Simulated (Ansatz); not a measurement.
A trial cell of Ti5WC6, before relaxation:

```
CELL_PARAMETERS angstrom
3.39174 0.00000 0.00000
-1.69587 2.93733 0.00000
0.00000 0.00000 16.61606
ATOMIC_POSITIONS crystal
Ti 0.66667 0.33333 0.66667
Ti 0.33333 0.66667 0.33333
Ti 0.66667 0.33333 0.16667
Ti 0.00000 0.00000 0.00000
Ti 0.33333 0.66667 0.83333
W 0.00000 0.00000 0.50000
C 0.33333 0.66667 0.58333
C 0.66667 0.33333 0.41667
C 0.00000 0.00000 0.25000
C 0.33333 0.66667 0.08333
C 0.66667 0.33333 0.91667
C 0.00000 0.00000 0.75000
```

Theory: DFT PBE, scalar-relativistic, plane waves, PAW (Ansatz 0.2.0). Cutoff 420 eV, Gaussian smearing, Γ-centred meshes. Cell and atoms relax first on a coarse mesh and then on a finer one. In between, the cell is made exact in the group found at 0.06 Å. In metals the finer mesh still leaves noise of several meV/atom or more. The steps can't lower the symmetry of their start. No spin polarisation in the relaxation; trial moments died out in a coarse test.

A guess keeps its type if space group and coordination stay and the shape of the cell changes little (axis ratios within about 15 %, angles within 6°); the volume may change.

Q: Does it keep its structure type, or change into something else?

A: It keeps its type. The symmetry stays P-3m1 (No. 164). The volume per atom shrinks by 26.0 %, from 13.8 to 10.2 Å³. The shortest distance goes from 2.40 Å (Ti–C and W–C) to 2.15 Å (Ti–C). The ratio c/a of the conventional cell changes by a factor of 1.00. Counting neighbours within 15 % of an atom's shortest distance, the start has C 6, Ti 6, W 6 and the end C 6, Ti 6, W 6.

The last run used a 12×12×4 mesh (in the run's order of axes) for its 12-atom cell and Gaussian smearing of 0.10 eV. Spin–orbit coupling, which can matter for W, is left out. Symmetry constrained the relaxation, so the result can be a saddle point.
